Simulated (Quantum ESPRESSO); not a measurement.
# Al3MgN3O: input and log of a self-consistent run

A calculation, not a measurement. The program is pw.x of Quantum ESPRESSO 7.5 (plane-wave density functional theory). The cell is made up: 8 atoms on a rocksalt lattice, with randomly drawn elements, strain and displacements, not relaxed. PseudoDojo standard norm-conserving files (v0.5 for PBE, v0.4.1 for LDA and PBEsol) set the functional; there is no spin polarisation, spin-orbit coupling or dispersion term, and the masses in the input are unused placeholders.

Input:

```
&control calculation='scf', pseudo_dir='./dojo.nc.sr.pbe.v0_5.standard.upf', outdir='./o', disk_io='low', tprnfor=.true., tstress=.true. /
&system ibrav=0, nat=8, ntyp=4, nbnd=26, ecutwfc=84.00895049, nosym=.true., tot_charge=0,
 occupations='smearing', smearing='fd', degauss=0.0018374661
/
&electrons conv_thr=7.350e-09, electron_maxstep=60, /
ATOMIC_SPECIES
Al 1.0 Al.upf
Mg 1.0 Mg.upf
N 1.0 N.upf
O 1.0 O.upf
CELL_PARAMETERS angstrom
4.256 0.0004 0.0196
0.0004 4.215 -0.0296
0.0196 -0.0296 4.2884
ATOMIC_POSITIONS angstrom
Al 0.0397 0.0204 0.0806
Al -0.0558 1.9936 2.0494
Al 2.0738 0.1285 2.2514
Mg 2.105 2.0666 -0.0954
N 2.1044 -0.0353 -0.0936
N 2.1273 2.1667 2.0682
O 4.2165 -0.0137 2.1202
N 4.2701 2.0069 -0.032
K_POINTS automatic
4 4 4 1 1 1
```

The log is shortened where brackets say so; the opening notice, blank lines, dates and the lines on written files are dropped, and the path of the files is cut. It prints rydbergs, bohrs and kilobars, and counts compression as positive stress. With no partly filled state, the Fermi energy that it prints is only some level between the filled and the empty states on the mesh, and need not lie in the true gap.

```
     Program PWSCF v.7.5
     Parallel version (MPI & OpenMP), running on       4 processor cores
     Number of MPI processes:                 4
     Threads/MPI process:                     1
     [start-up lines left out]
     bravais-lattice index     =            0
     lattice parameter (alat)  =       8.0428  a.u.
     unit-cell volume          =     519.1118 (a.u.)^3
     number of atoms/cell      =            8
     number of atomic types    =            4
     number of electrons       =        40.00
     number of Kohn-Sham states=           26
     kinetic-energy cutoff     =      84.0090  Ry
     charge density cutoff     =     336.0358  Ry
     scf convergence threshold =      7.3E-09
     mixing beta               =       0.7000
     number of iterations used =            8  plain     mixing
     Exchange-correlation= PBE
                           (   1   4   3   4   0   0   0)
     [axes and pseudopotential details left out]
   Cartesian axes
     site n.     atom                  positions (alat units)
         1        Al     tau(   1) = (   0.0093279   0.0047932   0.0189378  )
         2        Al     tau(   2) = (  -0.0131108   0.4684161   0.4815268  )
         3        Al     tau(   3) = (   0.4872599   0.0301923   0.5289887  )
         4        Mg     tau(   4) = (   0.4945906   0.4855682  -0.0224152  )
         5        N      tau(   5) = (   0.4944496  -0.0082941  -0.0219922  )
         6        N      tau(   6) = (   0.4998302   0.5090876   0.4859441  )
         7        O      tau(   7) = (   0.9907085  -0.0032190   0.4981620  )
         8        N      tau(   8) = (   1.0033023   0.4715411  -0.0075187  )
     number of k points=    32  Fermi-Dirac smearing, width (Ry)=  0.0018
                       cart. coord. in units 2pi/alat
        k(    1) = (   0.1244166   0.1270788   0.1243654), wk =   0.0625000
        k(    2) = (   0.1232738   0.1288214   0.3724965), wk =   0.0625000
     [further k points left out]
     Dense  grid:    54005 G-vectors     FFT dimensions: (  48,  48,  48)
     Estimated max dynamical RAM per process >      86.05 MB
     Estimated total dynamical RAM >     304.66 MB
     Initial potential from superposition of free atoms
     starting charge      39.9918, renormalised to      40.0000
     Starting wfcs are   33 randomized atomic wfcs
     total cpu time spent up to now is        2.1 secs
     per-process dynamical memory:    62.7 Mb
     Self-consistent Calculation
     iteration #  1     ecut=    84.01 Ry     beta= 0.70
     Davidson diagonalization with overlap
     ethr =  1.00E-02,  avg # of iterations =  4.2
     total cpu time spent up to now is        4.6 secs
     total energy              =    -227.70591849 Ry
     estimated scf accuracy    <       1.95193179 Ry
     iteration #  2     ecut=    84.01 Ry     beta= 0.70
     Davidson diagonalization with overlap
     ethr =  4.88E-03,  avg # of iterations =  2.6
     total cpu time spent up to now is        7.0 secs
     total energy              =    -228.25244013 Ry
     estimated scf accuracy    <       1.79596429 Ry
     iteration #  3     ecut=    84.01 Ry     beta= 0.70
     Davidson diagonalization with overlap
     ethr =  4.49E-03,  avg # of iterations =  2.0
     total cpu time spent up to now is        9.1 secs
     total energy              =    -228.55428047 Ry
     estimated scf accuracy    <       0.04924293 Ry
     iteration #  4     ecut=    84.01 Ry     beta= 0.70
     Davidson diagonalization with overlap
     ethr =  1.23E-04,  avg # of iterations =  5.6
     total cpu time spent up to now is       11.7 secs
     total energy              =    -228.57230945 Ry
     estimated scf accuracy    <       0.00597369 Ry
     iteration #  5     ecut=    84.01 Ry     beta= 0.70
     Davidson diagonalization with overlap
     ethr =  1.49E-05,  avg # of iterations =  6.3
     total cpu time spent up to now is       14.7 secs
     total energy              =    -228.57341693 Ry
     estimated scf accuracy    <       0.00276812 Ry
     [iterations 6 to 7 left out]
     iteration #  8     ecut=    84.01 Ry     beta= 0.70
     Davidson diagonalization with overlap
     ethr =  2.42E-07,  avg # of iterations =  2.8
     total cpu time spent up to now is       21.1 secs
     total energy              =    -228.57340443 Ry
     estimated scf accuracy    <       0.00002873 Ry
     iteration #  9     ecut=    84.01 Ry     beta= 0.70
     Davidson diagonalization with overlap
     ethr =  7.18E-08,  avg # of iterations =  2.0
     total cpu time spent up to now is       23.3 secs
     total energy              =    -228.57340662 Ry
     estimated scf accuracy    <       0.00000212 Ry
     iteration # 10     ecut=    84.01 Ry     beta= 0.70
     Davidson diagonalization with overlap
     ethr =  5.30E-09,  avg # of iterations =  3.1
     total cpu time spent up to now is       25.6 secs
     total energy              =    -228.57340737 Ry
     estimated scf accuracy    <       0.00000007 Ry
     iteration # 11     ecut=    84.01 Ry     beta= 0.70
     Davidson diagonalization with overlap
     ethr =  1.82E-10,  avg # of iterations =  3.9
     total cpu time spent up to now is       28.2 secs
     total energy              =    -228.57340735 Ry
     estimated scf accuracy    <       0.00000016 Ry
     iteration # 12     ecut=    84.01 Ry     beta= 0.70
     Davidson diagonalization with overlap
     ethr =  1.82E-10,  avg # of iterations =  2.0
     total cpu time spent up to now is       30.2 secs
     End of self-consistent calculation
          k = 0.1244 0.1271 0.1244 (  6756 PWs)   bands (ev):
   -63.0487 -29.8814 -29.8666 -29.8559 -10.8282  -5.1321  -3.2635  -3.0881
     2.2527   2.3763   2.5846   5.1354   6.0972   6.2172   6.4172   6.6605
     7.2766   8.3507   9.3117   9.5082  12.1760  13.0234  13.1447  15.4277
    15.7969  16.1188
     [levels at the other k points left out]
     the Fermi energy is    10.4839 ev
!    total energy              =    -228.57340737 Ry
     estimated scf accuracy    <          3.6E-09 Ry
     smearing contrib. (-TS)   =       0.00000000 Ry
     internal energy E=F+TS    =    -228.57340737 Ry
     The total energy is F=E-TS. E is the sum of the following terms:
     one-electron contribution =     -94.93444528 Ry
     hartree contribution      =      68.55150330 Ry
     xc contribution           =     -49.63123398 Ry
     ewald contribution        =    -152.55923141 Ry
     convergence has been achieved in  12 iterations
     Forces acting on atoms (cartesian axes, Ry/au):
     atom    1 type  1   force =    -0.01273648   -0.02800834   -0.02567396
     atom    2 type  1   force =     0.00183003    0.04593300    0.00968813
     atom    3 type  1   force =     0.01513716   -0.05145562   -0.02354400
     atom    4 type  2   force =     0.01300015    0.03109924    0.02455532
     atom    5 type  3   force =    -0.00512623    0.01455758    0.02021544
     atom    6 type  3   force =    -0.00383346   -0.04039098    0.00422770
     atom    7 type  4   force =     0.01186725    0.01124608   -0.01661594
     atom    8 type  3   force =    -0.02013841    0.01701905    0.00714731
     Total force =     0.112177     Total SCF correction =     0.000021
     Computing stress (Cartesian axis) and pressure
          total   stress  (Ry/bohr**3)                   (kbar)     P=     -131.71
  -0.00102689   0.00001105  -0.00012389         -151.06        1.63      -18.23
   0.00001105  -0.00082488   0.00028805            1.63     -121.34       42.37
  -0.00012389   0.00028805  -0.00083427          -18.23       42.37     -122.73
     init_run     :      1.90s CPU      1.95s WALL (       1 calls)
     electrons    :     28.05s CPU     28.20s WALL (       1 calls)
     forces       :      0.48s CPU      0.49s WALL (       1 calls)
     stress       :      1.63s CPU      1.63s WALL (       1 calls)
     [timing details left out]
     PWSCF        :     32.19s CPU     32.43s WALL
     JOB DONE.
```

In other units: free energy -3109.900 eV for the cell, pressure -13.17 GPa, largest force component 1.323 eV/Å. A rerun of a related cell, with the same atoms placed differently, at 1437 eV and a 6 x 6 x 6 mesh moved values by no more than 0.004 eV in energy, 0.02 GPa in stress and 0.002 eV/Å in force.